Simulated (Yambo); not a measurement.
G0W0@PBEsol for PbBrF (space group P4/nmm, No. 129) in Yambo (2×2×2 mesh, 6 Ry block, plasmon pole, screening fixed), without a terminator:

```json
[
 {"bands N in G": "128", "gap Z → Z (eV)": "2.966", "shift of the valence edge (eV)": "-0.083"},
 {"bands N in G": "200", "gap Z → Z (eV)": "3.065", "shift of the valence edge (eV)": "-0.428"},
 {"bands N in G": "298", "gap Z → Z (eV)": "3.130", "shift of the valence edge (eV)": "-0.611"}
]
```

Question: Extrapolate both columns to infinite N with E(N) = E∞ + A/N, test the form, and compare with the terminator.

Answer: From two points, E∞ = (N2 E2 − N1 E1)/(N2 − N1). The two largest N give 3.26 eV for the gap and -0.98 eV for the shift; the two smallest give 3.24 eV and -1.04 eV. For the gap the slopes A are -35 and -40 eV: the 1/N form holds. For the shift the slopes A are 120 and 110 eV: the 1/N form holds. With the Bruneval-Gonze terminator and 298 bands the run gives 3.19 eV and -0.76 eV, 0.08 eV and 0.22 eV from the extrapolated values: the terminator too is an estimate of the remainder. Block, mesh and the bands in W are held fixed.

The standard potential for Pb keeps a d shell in the valence without the s and p states of that shell. In tests on such compounds this moved G0W0 gaps by up to about 0.9 eV, so absolute quasiparticle energies here are unreliable; differences between settings are what counts.

Spin-orbit coupling is included.

Geometry of the Materials Project entry, not relaxed at this level; primitive cell a = b = 4.1851 Å, c = 7.6623 Å, α = β = γ = 90.00°.

A shift is the quasiparticle energy of the state minus its PBEsol energy.
